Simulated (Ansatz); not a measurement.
Cs$_{2}$AgBiBr$_{6}$:
Space group Fm-3m (No. 225); a = b = c = 11.3443 Å, α = β = γ = 90.00°

| atom | site | symmetry | x | y | z |
|---|---|---|---|---|---|
| Cs | 8c | -43m | 0.2500 | 0.2500 | 0.2500 |
| Ag | 4b | m-3m | 0.5000 | 0.5000 | 0.5000 |
| Bi | 4a | m-3m | 0.0000 | 0.0000 | 0.0000 |
| Br | 24e | 4m.m | 0.0000 | 0.0000 | 0.2518 |
(The calculation used a cell of 10 atoms; values per cell refer to that cell.)

Relaxed with r²SCAN.

Question: Tabulate the valence density and the electron localisation function along the shortest Bi–Br contact (2.86 Å), r²SCAN in the plane-wave PAW code Ansatz.

Answer: 

```tsv
distance from Bi (Å)	density (e/Å³)	ELF
0.29	6.84	0.09
0.43	5.64	0.14
0.57	4.19	0.27
0.71	2.59	0.41
0.86	1.28	0.46
1.00	0.67	0.40
1.14	0.44	0.31
1.29	0.33	0.28
1.43	0.31	0.35
1.57	0.35	0.52
1.71	0.46	0.69
1.86	0.65	0.80
2.00	0.90	0.84
2.14	1.11	0.78
2.29	1.10	0.51
2.43	0.81	0.13
2.57	0.42	0.00
```

The density is the valence pseudo-density with augmentation charge, so density and ELF within about 1 Å of a nucleus are not all-electron values.

Symmetry was held in the r²SCAN relaxation. No spin polarisation was allowed. Scalar-relativistic: spin–orbit coupling is off unless named, which matters more the heavier the elements.

Potentials: the later of the program's two PAW sets.
